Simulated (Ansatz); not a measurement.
CeC: projected DOS by orbital

```yaml
crystal:
  lattice:
    - [0.00000, 2.59602, 2.59602]
    - [2.59602, 0.00000, 2.59602]
    - [2.59602, 2.59602, 0.00000]
  atoms:
    - { symbol: Ce, position: [0.00000, 0.00000, 0.00000] }
    - { symbol: C, position: [0.50000, 0.50000, 0.50000] }
```

Atom numbers follow the list: Ce1, C2.

The cell was built from the rocksalt type and relaxed in the same program, and has space group Fm-3m; it needn't be a known or the stable phase.

Where the f shell is localised, expect the real compound to differ from this run without U.

No spin–orbit coupling, which matters for the heavy atoms here.

All numbers below come from DFT, PBE, all-electron LAPW, scalar-relativistic (Ansatz 0.2.0).

Numerical set-up: a Γ-centred 12×12×12 k mesh, Fermi–Dirac smearing of 0.08 eV, basis error target 1 meV/atom, no spin polarisation.

States per eV for one atom of each kind, in 0.4 eV bins named by their centres, from the Fermi level, projected on a minimal set of Löwdin-orthogonalised atomic shells; orbitals are real harmonics on the Cartesian axes, equal curves share a column, and empty bins are left out, as is all above 2.5 eV, near the top of the computed bands.

Ce1 4f:

```
# E all fz3 fxz2=fyz2 fz(x2-y2) fxyz fx(x2-3y2)=fy(3x2-y2)
-8.3 0.01 0.00 0.00 0.00 0.00 0.00
-7.9 0.02 0.01 0.00 0.00 0.00 0.00
-7.5 0.03 0.01 0.00 0.00 0.00 0.01
-7.1 0.01 0.00 0.00 0.00 0.00 0.00
-2.7 0.02 0.00 0.00 0.00 0.00 0.00
-2.3 0.07 0.01 0.01 0.01 0.00 0.01
-1.9 0.13 0.03 0.02 0.02 0.00 0.02
-1.5 0.23 0.05 0.04 0.03 0.00 0.04
-1.1 0.40 0.09 0.06 0.04 0.01 0.07
-0.7 0.95 0.23 0.13 0.07 0.04 0.17
-0.3 0.27 0.05 0.04 0.04 0.02 0.04
0.1 1.28 0.12 0.10 0.09 0.66 0.11
0.5 8.95 0.61 1.44 1.95 1.28 1.11
0.9 17.61 2.87 2.39 2.10 2.68 2.59
1.3 3.01 0.48 0.45 0.44 0.24 0.47
1.7 0.68 0.15 0.10 0.07 0.02 0.12
2.1 0.22 0.05 0.03 0.02 0.00 0.04
```

Ce1 5d:

```
# E all dz2=dx2-y2 dxz=dyz=dxy
-9.1 0.01 0.01 0.00
-8.7 0.14 0.07 0.00
-8.3 0.30 0.15 0.00
-7.9 0.32 0.16 0.00
-7.5 0.20 0.10 0.00
-7.1 0.04 0.02 0.00
-3.1 0.06 0.00 0.02
-2.7 0.21 0.01 0.07
-2.3 0.42 0.05 0.11
-1.9 0.47 0.11 0.08
-1.5 0.85 0.32 0.07
-1.1 0.76 0.23 0.10
-0.7 1.15 0.13 0.29
-0.3 0.37 0.02 0.11
0.1 0.50 0.00 0.16
0.5 0.46 0.00 0.15
0.9 0.42 0.05 0.10
1.3 0.47 0.10 0.09
1.7 0.24 0.05 0.05
2.1 0.12 0.01 0.03
```

Ce1 5p:

```
# E all pz=px=py
-8.7 0.02 0.01
-8.3 0.08 0.03
-7.9 0.13 0.04
-7.5 0.13 0.04
-7.1 0.05 0.02
-2.7 0.01 0.00
-2.3 0.02 0.01
-1.9 0.03 0.01
-1.5 0.04 0.01
-1.1 0.08 0.03
-0.7 0.18 0.06
-0.3 0.10 0.03
0.1 0.05 0.02
0.5 0.02 0.01
0.9 0.02 0.01
1.3 0.01 0.00
1.7 0.01 0.00
2.1 0.01 0.00
```

C2 2p:

```
# E all pz=px=py
-8.3 0.01 0.00
-7.9 0.01 0.00
-7.5 0.01 0.00
-3.1 0.06 0.02
-2.7 0.26 0.09
-2.3 0.61 0.20
-1.9 0.82 0.27
-1.5 1.38 0.46
-1.1 1.38 0.46
-0.7 1.94 0.65
-0.3 0.73 0.24
0.1 0.35 0.12
0.5 0.10 0.03
0.9 0.13 0.04
1.3 0.29 0.10
1.7 0.21 0.07
2.1 0.14 0.05
```

C2 2s:

```
# E all
-9.1 0.02
-8.7 0.25
-8.3 0.67
-7.9 0.94
-7.5 0.82
-7.1 0.32
-6.7 0.04
-2.7 0.01
-2.3 0.01
-1.9 0.01
-1.5 0.02
-1.1 0.03
-0.7 0.03
-0.3 0.01
0.5 0.01
0.9 0.03
1.3 0.01
```
